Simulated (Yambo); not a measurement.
Material: CdCl2 (space group R-3m, No. 166); a = 6.2651 Å, b = 6.2651 Å, c = 6.2651 Å, α = 35.85°, β = 35.85°, γ = 35.85° (3 atoms in the cell). Cell and atoms were relaxed with PBE+D3(BJ) from Materials Project entry mp-22881, within its symmetry.

With PBEsol (Quantum ESPRESSO, PseudoDojo norm-conserving, 102 Ry, no spin-orbit coupling), the gap between the mesh's edge points (F → Γ) is 3.313 eV.

Question: By how much does one-shot G0W0 (Yambo; 4×4×4 Γ-centred k mesh, bands 5 to 146 and a 8 Ry block in the screening, 146 bands in G with the Bruneval-Gonze terminator, plasmon pole fitted at 27.2 eV) open this gap, and what gap results?

Answer: The correction is 2.205 eV, giving 5.518 eV, 1.7 times the PBEsol value.  Nearest settings tried, and what they do to the gap: 3 Ry block (49 vectors against 201): -193 meV. Not varied: bands in G, bands in W, mesh. So the settings aren't converged at that level. Spin-orbit splittings are left out.
